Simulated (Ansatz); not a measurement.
input.yaml (Ansatz)

```yaml
crystal:
  lattice:
    - [0.0, 2.3161578407, 2.3161578407]
    - [2.3161578407, 0.0, 2.3161578407]
    - [2.3161578407, 2.3161578407, 0.0]
  atoms:
    - { symbol: Mn, position: [0.0, 0.0, 0.0], spin: 1.916 }
    - { symbol: Mn, position: [0.5, 0.5, 0.5], spin: -1.916 }
hamiltonian:
  xc: pbesol
  pseudopotentials:
    kind: paw
    azcp:
      Mn: "pseudopotentials/Mn.paw.azcp"
basis:
  ecutwfc: 420
  fft_grid_basis: typed
kpoints:
  mp_grid: { grid: [19, 19, 19], shift: [0, 0, 0] }
magnetization:
  spin_polarized: true
scf:
  occupations: { method: fermi_dirac, width: 0.05 }
```

Output

```
Warning: the record states the generating functional pbe (its physics header spells it `PBE`), which answers neither for hamiltonian.xc's functional nor for the pbesol family's — results may be inconsistent (PPs are generated against a specific XC)
Engine: ansatz 0.2.0, x86_64-unknown-linux-gnu
Pseudopotentials: kind: paw
Pseudopotential: Mn, paw, valence charge 15, recommended cutoff 420 eV (normal) 
Functional definition: PBEsol
  exchange = pbesol_x
  correlation = pbesol_c
Crystal: 2 atoms, lattice volume = 24.850 Å³
Basis set: ecut = 420 eV, 531 PW (Γ)
Bands: 21, of which v1, the nominal top of the filled ones, is band 15 counted from 1 (14 counted from 0)
Symmetry: 48 space group operations
Space group: Fm-3m (ITA 225), of the structure as read, at distance tolerance 2.9e-5 Å
Magnetic group: BNS 225.121 (UNI 1623), of the structure as read, at distance tolerance 2.9e-5 Å
k-points: 220 of 6859
Non-local potential: Mn, projectors of the file, l = 0: 3, l = 1: 2, l = 2: 3, l = 3: 1
PAW form: soft (Blöchl's): semilocal exchange-correlation on the pseudo side does not see the compensation charge
PAW frozen core: Mn, regenerated for the run's functional, and the local potential with it (the file was generated under x = pbe(κ = 0.804, μ = 0.2195149727645171), c = pbe(β = 0.06672455060314922))
PAW one-centre angular grid: Mn, 590 points (default); XC on 64 Gauss nodes
Initial density: superposition of atomic densities (chi_scale 0.1, normalization cell)
Starting moments: Σ|m| = 3.832 μB on 2 of 2 sites
Starting magnetic order: antiferromagnet; a translation exchanges its spin sublattices: spin-degenerate at every k-point
Initial wavefunctions: pseudopotential atomic-orbital guess
Functional: x = pbesol(κ = 0.804, μ = 0.12345679012345678), c = pbesol(β = 0.046)
SCF iter   1: F=—  HF=-7734.939140 eV  |F-HF|=—  |Δ(HF+E_count)|=         —  Δρ=6.41e-2 (↑6.41e-2 ↓6.41e-2)  dr2=2.22e0  dr2_m=1.06e-1  M=0.000 μB ∫|m|=3.236 μB  β_m=0.30  ethr=3.10e-3  ⟨swp⟩=3.4  Hψ=16911  notcnv=0
Mixer restart at iter 1: flushing history
spin=Collinear: Kerker preconditioning applied to the charge; magnetization (m = ρ↑ − ρ↓) channel mixes plain (no charge-response kernel on spin).
SCF iter   2: F=—  HF=-7734.263933 eV  |F-HF|=—  |Δ(HF+E_count)|=   6.75e-1  Δρ=3.33e-2 (↑3.33e-2 ↓3.33e-2)  dr2=2.43e-1  dr2_m=1.31e-1  M=0.000 μB ∫|m|=3.845 μB  β_m=0.34  ethr=3.10e-3  ⟨swp⟩=2.9  Hψ=9253  notcnv=0  defer=52
SCF iter   3: F=—  HF=-7734.923206 eV  |F-HF|=—  |Δ(HF+E_count)|=   6.59e-1  Δρ=3.04e-2 (↑3.04e-2 ↓3.04e-2)  dr2=3.38e-2  dr2_m=1.77e-1  M=0.000 μB ∫|m|=4.083 μB  β_m=0.46  ethr=8.11e-4  ⟨swp⟩=2.6  Hψ=6911  notcnv=0  defer=55
SCF iter   4: F=—  HF=-7735.665205 eV  |F-HF|=—  |Δ(HF+E_count)|=   7.42e-1  Δρ=1.59e-2 (↑1.59e-2 ↓1.59e-2)  dr2=1.80e-2  dr2_m=4.70e-2  M=0.000 μB ∫|m|=4.125 μB  β_m=0.83  ethr=1.13e-4  ⟨swp⟩=3.3  Hψ=9702  notcnv=0  defer=35
SCF iter   5: F=—  HF=-7735.944602 eV  |F-HF|=—  |Δ(HF+E_count)|=   2.79e-1  Δρ=1.69e-3 (↑1.69e-3 ↓1.69e-3)  dr2=7.11e-4  dr2_m=3.60e-4  M=0.000 μB ∫|m|=4.128 μB  β_m=0.87  ethr=5.99e-5  ⟨swp⟩=2.9  Hψ=10212  notcnv=0  defer=37
SCF iter   6: F=—  HF=-7735.944573 eV  |F-HF|=—  |Δ(HF+E_count)|=   2.84e-5  Δρ=1.19e-3 (↑1.19e-3 ↓1.19e-3)  dr2=3.57e-4  dr2_m=1.52e-4  M=0.000 μB ∫|m|=4.122 μB  β_m=0.94  ethr=2.37e-6  ⟨swp⟩=2.3  Hψ=7044  notcnv=0  defer=37
SCF iter   7: F=—  HF=-7735.944400 eV  |F-HF|=—  |Δ(HF+E_count)|=   1.73e-4  Δρ=2.84e-4 (↑2.84e-4 ↓2.84e-4)  dr2=3.51e-6  dr2_m=1.71e-5  M=0.000 μB ∫|m|=4.125 μB  β_m=0.94  ethr=1.19e-6  ⟨swp⟩=2.8  Hψ=7418  notcnv=0  defer=37
SCF iter   8: F=—  HF=-7735.944405 eV  |F-HF|=—  |Δ(HF+E_count)|=   4.85e-6  Δρ=7.07e-5 (↑7.07e-5 ↓7.07e-5)  dr2=8.02e-7  dr2_m=7.91e-7  M=0.000 μB ∫|m|=4.124 μB  β_m=0.97  ethr=1.17e-8  ⟨swp⟩=2.0  Hψ=7259  notcnv=0  defer=37
SCF iter   9: F=—  HF=-7735.944405 eV  |F-HF|=—  |Δ(HF+E_count)|=   1.78e-8  Δρ=1.11e-5 (↑1.11e-5 ↓1.11e-5)  dr2=5.35e-9  dr2_m=2.60e-8  M=0.000 μB ∫|m|=4.123 μB  β_m=0.98  ethr=2.67e-9  ⟨swp⟩=2.0  Hψ=5674  notcnv=0  defer=37
SCF iter  10: F=-7735.944405 eV  HF=-7735.944405 eV  |F-HF|=2.10e-9  |Δ(HF+E_count)|=   7.73e-9  Δρ=2.14e-6 (↑2.14e-6 ↓2.14e-6)  dr2=3.04e-9  dr2_m=1.15e-10  M=0.000 μB ∫|m|=4.123 μB  ethr=1.78e-11  ⟨swp⟩=1.4  Hψ=13012  notcnv=0
SCF 1 converged in 10 iterations: F = -7735.944405 eV  dr2 = 3.04e-9
SCF converged after 10 iterations
Magnetization: 0.0000 μB (15.0000 up, 15.0000 down)
Absolute magnetization: 4.1230 μB (∫|ρ↑−ρ↓|, with the PAW one-centre terms)
Spin contamination: 1.4931 ħ² per cell (⟨S²⟩ above its minimum at these occupations)
Per-site moments (μB) at R_I (Å): [(1.9178061641240758, 0.95541510928875), (-1.9178061641240758, 0.95541510928875)]
Free energy (F): -7735.944405 eV
Harris-Foulkes:  -7735.944405 eV  (|F-HF|=2.10e-9)
Internal energy: -7735.930328 eV  (E = F + TS)
E sigma→0 (E₀):  -7735.937367 eV
Entropy (-TS):   -0.014077 eV (-7.039 meV/atom)
Fermi energy:    17.544452 eV
--- Per-component energies (eV) ---
  E_band       = -403.236051
  E_kinetic    = 615.889465
  E_local      = -3585.488062  (includes V_loc(G=0)·N_el)
  E_nonlocal   = 486.237610
  E_hartree    = 1484.023789
  E_xc         = -227.641852
  E_vxc        = -292.734448  (∫ρ·V_xc dr)
  E_paw        = -2540.382503  (= ΣΔE_a)
  E_vpaw       = -595.183876  (= ΣTr[D̂ρ^β])
  E_aug_tail   = -0.000021  (compensation charges beyond the density's cutoff)
  E_ewald      = -3968.908055
  E_core_change = 0.339301  (= ΣΔE_core)
  E_smearing   = -0.014077  (= −TS)
  E_closure    = 0.000000  (closes the sum)
  Σ components = -7735.944405   (vs F -7735.944405, Δ=0.00e0)
```

Command:

```sh
ansatz run input.yaml --threads 2 --pin off --max-ram 5120MiB --backend cpu --events-out ev --progress --plain --runs-dir out
```

On 2 threads of Intel(R) Xeon(R) Platinum 8488C (Sapphire Rapids) (shared host) this took about 5.1 s of wall time and 8.5 s of CPU time.
